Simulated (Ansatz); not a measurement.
ZrO2 (fluorite)

```
CELL_PARAMETERS angstrom
      0.00000     2.53204     2.53204
      2.53204     0.00000     2.53204
      2.53204     2.53204     0.00000
ATOMIC_POSITIONS crystal
  Zr 0.00000 0.00000 0.00000
  O  0.25000 0.25000 0.25000
  O  0.75000 0.75000 0.75000
```

The slice is a {100} plane (indices of the conventional cell) through the point (0.750, 0.750, 0.750) (fractional), spanned by u = [100] and v = [0 1 -1] in vectors of this cell: u (3.58 Å) and v (3.58 Å, at 90° to u). It covers one period; positions are fractions (u, v).

Method: PBEsol (plane waves to 420 eV, PAW, scalar-relativistic; Ansatz, an electronic-structure program). k mesh 11×11×11. These are valence fields of a PAW run, semicore shells included where kept as valence: close to a nucleus they are smooth pseudo fields. This is a high-temperature form of ZrO2. ZrO2 is run without spin polarisation. ZrO2 was relaxed with its symmetry unable to fall.

**Question.** Predict the map of the electron localisation function (ELF) on the slice.

**Answer.** 
```
v \ u  0.00  0.09  0.19  0.28  0.38  0.47  0.56  0.66  0.75  0.84  0.94
-----  ----  ----  ----  ----  ----  ----  ----  ----  ----  ----  ----
0.88   0.77  0.81  0.72  0.24  0.06  0.06  0.06  0.08  0.41  0.79  0.80
0.75   0.65  0.52  0.17  0.11  0.41  0.64  0.59  0.28  0.09  0.28  0.59
0.62   0.07  0.06  0.13  0.59  0.81  0.78  0.80  0.79  0.41  0.08  0.06
0.50   0.03  0.04  0.25  0.77  0.77     x     x  0.82  0.65  0.12  0.04
0.38   0.07  0.06  0.13  0.59  0.81  0.78  0.80  0.79  0.41  0.08  0.06
0.25   0.65  0.52  0.17  0.11  0.41  0.64  0.59  0.28  0.09  0.28  0.59
0.12   0.77  0.81  0.72  0.24  0.06  0.06  0.06  0.08  0.41  0.79  0.80
0.00      x     x  0.82  0.45  0.07  0.04  0.04  0.12  0.65  0.82     x
```

Values: electron localisation function (ELF). Points within 0.4 Å of a nucleus are blanked (x), as the pseudised field means little there.
